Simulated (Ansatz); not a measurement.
Ansatz (an electronic-structure program) input:

Ansatz 0.2 input:
```yaml
crystal:
  lattice:
    - [0.0, 5.5007607796, -5.5078519706]
    - [0.0, 5.5007607796, 5.5078519706]
    - [5.6855323254, 0.0, 0.0]
  atoms:
    - { symbol: Cs, position: [0.4861456677, 0.5138543323, 0.5] }
    - { symbol: Cs, position: [0.0165075709, 0.9834924291, 0.5] }
    - { symbol: Pb, position: [0.9897686917, 0.5044095374, 0.0] }
    - { symbol: Pb, position: [0.4955904626, 0.0102313083, 0.0] }
    - { symbol: Cl, position: [0.1808587497, 0.1940854263, 0.0] }
    - { symbol: Cl, position: [0.8059145737, 0.8191412503, 0.0] }
    - { symbol: Cl, position: [0.4890646178, 0.0024450914, 0.5] }
    - { symbol: Cl, position: [0.9975549086, 0.5109353822, 0.5] }
    - { symbol: Cl, position: [0.2961335673, 0.7038664327, 0.0] }
    - { symbol: Cl, position: [0.6704411902, 0.3295588098, 0.0] }
kpoints:
  mp_grid: { grid: [4, 4, 5] }
hamiltonian:
  xc: pbesol
  pseudopotentials: { kind: paw }
scf:
  occupations: { method: fixed }
dielectric: {}
```

Output (shortened):

```
Pseudopotential: Cs, paw, valence charge 9
Pseudopotential: Pb, paw, valence charge 14
Pseudopotential: Cl, paw, valence charge 7
Functional definition: PBEsol
Crystal: 10 atoms, lattice volume = 344.513 Å³
Basis set: ecut = 420 eV, 6723 PW (Γ), exchange–correlation on 108×108×80 points (8 copies of the dense FFT grid, shifted against one another)
Bands: 54, of which v1, the nominal top of the filled ones, is band 44 counted from 1 (43 counted from 0)
Symmetry: 4 space group operations
k-points: 42 of 80 (irreducible under 1 space group operation, time reversal used)
SCF iter   1: F=—  HF=-41061.417595 eV  |F-HF|=—  |Δ(HF+E_count)|=         —  Δρ=3.44e-3  dr2=6.47e-2  ethr=1.77e-3  ⟨swp⟩=5.0  Hψ=8305  notcnv=0  defer=285
preconditioner: auto → Resta (q_TF=auto, 2.173 Å⁻¹)
SCF iter   2: F=—  HF=-41061.397858 eV  |F-HF|=—  |Δ(HF+E_count)|=   1.97e-2  Δρ=1.09e-3  dr2=4.79e-3  ethr=7.35e-5  ⟨swp⟩=2.3  Hψ=3468  notcnv=0  defer=336
SCF iter   3: F=—  HF=-41061.397223 eV  |F-HF|=—  |Δ(HF+E_count)|=   6.35e-4  Δρ=3.93e-4  dr2=4.24e-4  ethr=5.44e-6  ⟨swp⟩=2.0  Hψ=3882  notcnv=0  defer=336
SCF iter   4: F=—  HF=-41061.397399 eV  |F-HF|=—  |Δ(HF+E_count)|=   1.76e-4  Δρ=8.84e-5  dr2=3.65e-5  ethr=4.82e-7  ⟨swp⟩=2.4  Hψ=3886  notcnv=0  defer=336
SCF iter   5: F=—  HF=-41061.397433 eV  |F-HF|=—  |Δ(HF+E_count)|=   3.40e-5  Δρ=2.09e-5  dr2=1.81e-6  ethr=4.15e-8  ⟨swp⟩=2.3  Hψ=3659  notcnv=0  defer=302
SCF iter   6: F=—  HF=-41061.397565 eV  |F-HF|=—  |Δ(HF+E_count)|=   1.31e-4  Δρ=3.53e-6  dr2=6.60e-8  ethr=2.05e-9  ⟨swp⟩=2.0  Hψ=3726  notcnv=0  defer=232
SCF iter   7: F=—  HF=-41061.397565 eV  |F-HF|=—  |Δ(HF+E_count)|=   1.13e-7  Δρ=1.55e-6  dr2=1.31e-8  ethr=7.50e-11  ⟨swp⟩=2.0  Hψ=3706  notcnv=0  defer=232
SCF iter   8: F=—  HF=-41061.397565 eV  |F-HF|=—  |Δ(HF+E_count)|=   9.25e-9  Δρ=4.29e-7  dr2=8.58e-10  ethr=1.49e-11  ⟨swp⟩=2.0  Hψ=3420  notcnv=0  defer=233
SCF iter   9: F=-41061.397565 eV  HF=-41061.397565 eV  |F-HF|=4.37e-11  |Δ(HF+E_count)|=  9.39e-10  Δρ=1.26e-7  dr2=9.46e-11  ethr=1.00e-12  ⟨swp⟩=17.5  Hψ=13301  notcnv=0
SCF 1 converged in 9 iterations: F = -41061.397565 eV  dr2 = 9.46e-11
NSCF: frozen V_eff on 6 k-points
DFPT response loops at Γ: preconditioner auto → Resta (q_TF=auto, 2.173 Å⁻¹)  ε∞=4.9 (no band partly filled) …
── the response to a field inside a basis, on 6×6×10 k-points: an SCF that follows is theirs, and a resumed run solves both again ──
Crystal: 10 atoms, lattice volume = 344.513 Å³
Bands: 45, of which v1, the nominal top of the filled ones, is band 44 counted from 1 (43 counted from 0)
k-points: 60 of 360 (time reversal used)
SCF iter   1: F=—  HF=-41061.222437 eV  |F-HF|=—  |Δ(HF+E_count)|=         —  Δρ=3.23e-4  dr2=1.21e-4  ethr=1.00e-1
preconditioner: auto → Resta (q_TF=auto, 2.173 Å⁻¹)
SCF iter   2: F=—  HF=-41061.222508 eV  |F-HF|=—  |Δ(HF+E_count)|=   7.07e-5  Δρ=1.69e-4  dr2=3.56e-5  ethr=1.38e-7
SCF iter   3: F=—  HF=-41061.222541 eV  |F-HF|=—  |Δ(HF+E_count)|=   3.33e-5  Δρ=2.02e-5  dr2=1.20e-6  ethr=4.04e-8
SCF iter   4: F=—  HF=-41061.222542 eV  |F-HF|=—  |Δ(HF+E_count)|=   5.93e-7  Δρ=4.83e-6  dr2=1.24e-7  ethr=1.36e-9
SCF iter   5: F=-41061.222542 eV  HF=-41061.222542 eV  |F-HF|=6.64e-9  |Δ(HF+E_count)|=   1.47e-7  Δρ=9.30e-7  dr2=7.20e-9  ethr=1.41e-10
SCF 1 converged in 5 iterations: F = -41061.222542 eV  dr2 = 7.20e-9
DFPT response loops at Γ: preconditioner auto → Resta (q_TF=auto, 2.173 Å⁻¹)  ε∞=5.0 (no band partly filled) …
SCF converged after 9 iterations
Free energy (F): -41061.397565 eV
Harris-Foulkes:  -41061.397565 eV  (|F-HF|=4.37e-11)
Internal energy: -41061.397565 eV  (E = F + TS)
E sigma→0 (E₀):  -41061.397565 eV
Fermi energy:    3.573850 eV
--- Per-component energies (eV) ---
  E_band       = -462.117053
  E_kinetic    = 1822.623818
  E_local      = -5174.767162  (includes V_loc(G=0)·N_el)
  E_nonlocal   = 940.437191
  E_hartree    = 1941.556065
  E_xc         = -1420.908137
  E_vxc        = -1247.363581  (∫ρ·V_xc dr)
  E_paw        = -34322.245856  (= ΣΔE_a)
  E_vpaw       = -686.160322  (= ΣTr[D̂ρ^β])
  E_aug_tail   = 0.000660  (compensation charges beyond the density's cutoff)
  E_ewald      = -4848.977290
  E_core_change = 0.883146  (= ΣΔE_core)
  E_smearing   =  0.000000  (= −TS)
  E_closure    =  0.000000  (closes the sum)
  Σ components = -41061.397565   (vs F -41061.397565, Δ=0.00e0)
  [band-id]    e_kinetic+e_local+e_nonlocal+2·e_hartree+e_vxc+e_vpaw+e_augmentation_tail = -462.117264   (vs E_band -462.117053, Δ=-2.11e-4)
--- Band table (eV; the first three rows and the last of 42) ---
  k-point 0: bands = ["-16.8908", "-16.8588", "-12.7306", "-12.7255", "-12.6887", "-12.5795", "-12.5289", "-12.5277", "-12.5273", "-12.5261", "-12.5253", "-12.5212", "-10.9506", "-10.5492", "-10.5282", "-10.4716", "-10.1915", "-10.1671", "-4.2273", "-3.7699", …
  k-point 1: bands = ["-16.8895", "-16.8575", "-12.7260", "-12.7011", "-12.6545", "-12.5795", "-12.5294", "-12.5282", "-12.5278", "-12.5266", "-12.5253", "-12.5211", "-10.9103", "-10.5463", "-10.5258", "-10.5056", "-10.2880", "-10.1737", "-4.4830", "-3.7726", …
  k-point 2: bands = ["-16.8873", "-16.8555", "-12.7265", "-12.6523", "-12.5962", "-12.5795", "-12.5303", "-12.5290", "-12.5285", "-12.5272", "-12.5254", "-12.5211", "-10.7844", "-10.5660", "-10.5417", "-10.5201", "-10.5077", "-10.1831", "-4.8141", "-3.8086", …
  k-point 41: bands = ["-16.8868", "-16.8555", "-12.6888", "-12.6864", "-12.5922", "-12.5912", "-12.5303", "-12.5288", "-12.5286", "-12.5272", "-12.5235", "-12.5230", "-10.6143", "-10.6098", "-10.5834", "-10.5618", "-10.3935", "-10.3786", "-4.2307", …
--- Dielectric response (ions clamped): 3 representative field directions + reference, inside a basis on a mesh of 360 k-points (Σ response iterations 15) ---
  ε∞ (high-frequency dielectric tensor):
        4.101682     0.000000     0.000000
        0.000000     3.810313     0.000000
        0.000000     0.000000     3.828498
  Born effective charges Z* (e; rows j = field, columns β = displacement):
    site 0:
         1.42938    0.00000    0.00000
         0.00000    1.12515    0.00000
         0.00000    0.00000    1.39369
    site 1:
         1.42347    0.00000    0.00000
         0.00000    1.39174    0.00000
         0.00000    0.00000    1.11715
    site 2:
         3.85401    0.00000    0.00000
         0.00000    3.74821   -0.42011
         0.00000    0.40634    3.77570
    site 3:
         3.85401    0.00000    0.00000
         0.00000    3.74821    0.42011
         0.00000   -0.40634    3.77570
    site 4:
        -0.78368    0.00000    0.00000
         0.00000   -0.80128   -0.02197
         0.00000    0.01859   -3.47200
    site 5:
        -0.78368    0.00000    0.00000
         0.00000   -0.80128    0.02197
         0.00000   -0.01859   -3.47200
    site 6:
        -3.70412    0.00000    0.00000
         0.00000   -0.76341   -0.01385
         0.00000    0.01325   -0.75531
    site 7:
        -3.70412    0.00000    0.00000
         0.00000   -0.76341    0.01385
         0.00000   -0.01325   -0.75531
    site 8:
        -0.84360    0.00000    0.00000
         0.00000   -3.40261    0.00000
         0.00000    0.00000   -0.80968
    site 9:
        -0.74168    0.00000    0.00000
         0.00000   -3.48134    0.00000
         0.00000    0.00000   -0.79795
  Z* charge neutrality: 4.807e-2 e pre-enforcement
  solved inside a basis spanned on kpoints, on 6×6×10 k-points, its susceptibility summed on 8×8×10: ε∞ is read to err by 1.9e-2, Z* by 2.5e-2 e (field_mesh …
```

Cost: around 14 core-minutes (rough) on shared cores.

Space group Amm2. The workflow started from a Materials Project entry (that database holds measured and hypothetical structures alike); the Crystallography Open Database copy checked does not list it. COD files the formula under space group No. 221. Whether it is the stable phase at ambient conditions was not checked. Symmetry was held in the PBEsol relaxation; its stability against distortions is not shown here. Scalar-relativistic: spin–orbit coupling is off unless named, which matters more the heavier the elements.

Potentials: the later of the program's two PAW sets.

Ansatz is a plane-wave DFT program.
